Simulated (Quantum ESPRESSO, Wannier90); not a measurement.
BeSe (zinc blende): Wannier90 run

```
begin unit_cell_cart
ang
    0.0000000000    2.5839700000    2.5839700000
    2.5839700000    0.0000000000    2.5839700000
    2.5839700000    2.5839700000    0.0000000000
end unit_cell_cart
begin atoms_frac
Be   0.0000000000  0.0000000000  0.0000000000
Se  -0.2500000000 -0.2500000000 -0.2500000000
end atoms_frac
```

Cell from Materials Project (mp-1541), symmetrised, no further relaxation. COD (Crystallography Open Database) has an entry of this formula and space group (matched by these alone). Level: LDA, no spin polarisation, no spin-orbit coupling; pw.x of Quantum ESPRESSO at 71 Ry with PseudoDojo potentials, 10×10×10 k-points, Wannier90. Density: 10×10×10 mesh, cold smearing 0.01 Ry. Spin-orbit coupling, left out, would split the p-like bands by a few tenths of an eV.

Band 7 is isolated and gives one Wannier function a cell (Se2 4s 86 %, Be1 2s 12 %; spread 1.26 Å²). Its on-site energy is ε = -12.494 eV relative to the valence-band maximum, and its hoppings t(R) = t(−R) to the nearer images are (images within this range that aren't listed have |t| under 5 meV):

```
R (lattice vectors; −R alike)  distance (Å)  t (eV)
-----------------------------  ------------  ------
0 0 1                                  3.65  -0.118
0 1 -1                                 3.65  -0.118
0 1 0                                  3.65  -0.118
1 -1 0                                 3.65  -0.118
1 0 -1                                 3.65  -0.118
1 0 0                                  3.65  -0.118
0 1 -2                                 6.33   0.006
0 1 1                                  6.33   0.006
0 2 -1                                 6.33   0.006
1 -2 0                                 6.33   0.006
1 -2 1                                 6.33   0.006
1 0 -2                                 6.33   0.006
1 0 1                                  6.33   0.006
1 1 -2                                 6.33   0.006
1 1 0                                  6.33   0.006
2 -1 -1                                6.33   0.006
2 -1 0                                 6.33   0.006
2 0 -1                                 6.33   0.006
```

Q: Work out the band energy at Γ, X, U, K from these numbers.

A: For one orbital E(k) = ε + Σ_R 2 t(R) cos(2π k·R), the sum over the listed R.
- Γ, k = (0.000, 0.000, 0.000): E = -12.494 + (-0.118)·(12.00) + (0.006)·(24.00) = -13.77 eV; pw.x: -13.75 eV
- X, k = (-0.500, -0.500, 0.000): E = -12.494 + (-0.118)·(-4.00) + (0.006)·(-8.00) = -12.07 eV; pw.x: -12.02 eV
- U, k = (-0.375, -0.375, 0.250): E = -12.494 + (-0.118)·(-3.66) + (0.006)·(4.00) = -12.04 eV; pw.x: -12.04 eV
- K, k = (-0.375, 0.000, 0.375): E = -12.494 + (-0.118)·(-3.66) + (0.006)·(4.00) = -12.04 eV; pw.x: -12.04 eV

At these points the listed shells miss the plane-wave band by up to 0.05 eV, of a width of 1.76 eV on the path. With all its hoppings the model misses the band by 0.1 meV at worst on the whole path, so most of the miss comes from the hoppings not listed.
